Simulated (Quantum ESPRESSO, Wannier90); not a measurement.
## Wannier functions of Hf$_{2}$Cu (I4/mmm)

Cell from Materials Project (mp-30581), symmetrised, no further relaxation. COD (Crystallography Open Database) has an entry of this formula and space group (matched by these alone). Method: PBEsol plane waves in Quantum ESPRESSO 7.5 (PseudoDojo norm-conserving files, 74 Ry, no spin polarisation, no spin-orbit coupling), Bloch states on a 4×4×4 mesh through Γ, Wannier90 4.0.1. Density: 14×14×14 mesh, cold smearing 0.01 Ry. Spin-orbit coupling is left out although heavy elements are present.

The plane-wave run has 53 bands and 43 electrons a cell. On the energy scale of pw.x, whose zero is arbitrary, the Fermi level lies at 15.43 eV.

Input w.win, without the blocks of cell, atoms and k-points (64 lines):

```
num_bands = 41
num_wann = 28
exclude_bands = 1-12
num_iter = 1000
conv_tol = 1.0e-6
conv_window = 4
dis_num_iter = 1000
dis_conv_tol = 1.0e-6
dis_froz_max = 16.93
write_hr = true
write_u_matrices = true
begin projections
f=0.33856,0.33874,-0.32119: s;p;d
f=-0.33277,-0.34181,0.30792: s;p;d
f=-0.00160,0.01324,-0.00318: s;p;d
end projections
mp_grid = 4 4 4
```

Problem. This input has a fault. Which, and what does the program do?

Solution. wannier90.x -pp stops with:
```
w90_readwrite_get_projections: too few projection functions defined
```
The projections block defines fewer trial orbitals than num_wann. Mended as below, all else unchanged, the run goes through (Ω_I = 27.4 Å²) and follows the plane-wave bands to 18 meV rms (states up to 1.0 eV relative to the Fermi level).
```
num_wann = 27
```
